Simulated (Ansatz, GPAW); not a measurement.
This is a calculation of Sn3Te for GPAW 26.7.0 (ASE script). The cell comes from a database or a generator and needn't be the stable form of this composition.

run.py

```python
from ase import Atoms
from ase.dft.bandgap import bandgap
from ase.io import write
from ase.units import GPa
from gpaw import GPAW, PW, setup_paths

setup_paths.insert(0, '.')

atoms = Atoms(['Te', 'Sn', 'Sn', 'Sn'],
              cell=[[-2.300904, 2.300904, 5.516494],
                    [2.300904, -2.300904, 5.516494],
                    [2.300904, 2.300904, -5.516494]],
              scaled_positions=[[0.0, 0.0, 0.0],
                                [0.5, 0.5, 0.0],
                                [0.25, 0.75, 0.5],
                                [0.75, 0.25, 0.5]],
              pbc=True)

calc = GPAW(mode=PW(600),
            xc='PBEsol',
            kpts={'size': (8, 8, 8), 'gamma': True},
            occupations={'name': 'fermi-dirac', 'width': 0.05},
            nbands=38,
            convergence={'density': 1e-05, 'energy': 1e-05},
            maxiter=150,
            txt='gpaw.txt')
atoms.calc = calc
energy = atoms.get_potential_energy()
forces = atoms.get_forces()
stress = atoms.get_stress()
calc.write('gs.gpw')
write('result.traj', atoms)
print(f'Energy: {energy:.6f} eV')
print('Forces (eV/A):')
print(forces.round(4))
print('Stress (GPa):', (stress / GPa).round(3))
print('Fermi level:', round(calc.get_fermi_level(), 4), 'eV')
print(f'Gap: {bandgap(calc)[0]:.4f} eV, direct: {bandgap(calc, direct=True)[0]:.4f} eV')
```

Potentials or basis: PAW data sets generated in the run's folder for this functional, pw.

The run is started by

```bash
$ gpaw-setup -f PBEsol Sn Te
$ OMP_NUM_THREADS=1 python run.py
```

Question: What does the same run look like in Ansatz 0.2.0? Potentials or basis there: all-electron LAPW, scalar-relativistic.

Answer: As run (cutoffs and basis follow the program's own potentials, and thresholds, step limits or extra output files can differ):

input.yaml

```yaml
crystal:
  lattice:
    - [-2.300904, 2.300904, 5.516494]
    - [2.300904, -2.300904, 5.516494]
    - [2.300904, 2.300904, -5.516494]
  atoms:
    - { symbol: Te, position: [0.0, 0.0, 0.0] }
    - { symbol: Sn, position: [0.5, 0.5, 0.0] }
    - { symbol: Sn, position: [0.25, 0.75, 0.5] }
    - { symbol: Sn, position: [0.75, 0.25, 0.5] }
kpoints:
  mp_grid: { grid: [8, 8, 8] }
scf:
  occupations: { method: fermi_dirac, width: 0.05 }
hamiltonian:
  xc: pbesol
  pseudopotentials: { kind: all_electron, lapw: { basis_error: 0.001 } }
output:
  forces: true
  stress: true
  eigenvalues: true
  populations: true
```

Potentials or basis: all-electron LAPW, scalar-relativistic.

The run is started by

```console
$ ansatz run input.yaml --threads 2 --pin off --max-ram 8192MiB --backend cpu --events-out ev --progress --plain --runs-dir out
```

Both were run:

|  | GPAW | Ansatz |
| --- | --- | --- |
| Pressure | -3.3 GPa | -3.0 GPa |

Where Ansatz's input types no cutoff or centring, it takes its own default and a Γ-centred mesh.

Pressure is positive in compression.
